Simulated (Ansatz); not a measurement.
HgSe:
```yaml
crystal:
  lattice:
    - [4.06277, 0.00000, 0.00000]
    - [-2.03139, 3.51847, 0.00000]
    - [0.00000, 0.00000, 6.95698]
  atoms:
    - { symbol: Hg, position: [0.00000, 0.00000, 0.00000] }
    - { symbol: Hg, position: [0.00000, 0.00000, 0.50000] }
    - { symbol: Se, position: [0.33333, 0.66667, 0.25000] }
    - { symbol: Se, position: [0.66667, 0.33333, 0.75000] }
```

Relaxed with PBE. Special points in fractions of this cell's reciprocal vectors: Γ (0.000, 0.000, 0.000); M (0.500, 0.000, 0.000); K (0.333, 0.333, 0.000); A (0.000, 0.000, 0.500); L (0.500, 0.000, 0.500); H (0.333, 0.333, 0.500).

**Question.** List the band energies nearest the Fermi level at these points for DFT-PBE in the program Ansatz with PAW potentials.

**Answer.** In eV from the Fermi level; about four levels below and three above (degenerate sets whole), none deeper than 8.9 eV; points with the same levels are listed once.

| k | below | above |
|---|---|---|
| Γ | -1.71 -1.21 -0.90 -0.90 | 0.18 0.18 2.86 |
| M | -3.71 -3.11 -2.41 -2.11 | 0.11 1.13 2.41 |
| K | -2.05 -2.05 -1.83 -1.83 -1.54 | 3.62 6.25 6.25 |
| A | -0.34 -0.34 -0.34 -0.34 | 1.64 1.64 5.77 5.77 |
| L | -1.35 -1.35 -1.12 -1.12 | 0.42 0.42 5.60 5.60 |
| H | -3.14 -3.14 -0.23 -0.23 | 1.56 1.56 3.68 3.68 |

Space group P6_3/mmc (NiAs type). The cell is a constructed one: a structure type filled with these elements; neither database checked (COD, Materials Project) lists it. COD files the formula under space group No. 216, so this cell is another polymorph or a model. Its standing as an ambient phase is unchecked. The PBE relaxation kept the symmetry of its start; whether a distortion lowers the energy is not shown. Scalar-relativistic: spin–orbit coupling is off unless named, which matters more the heavier the elements.

Potentials: the later of the program's two PAW sets.
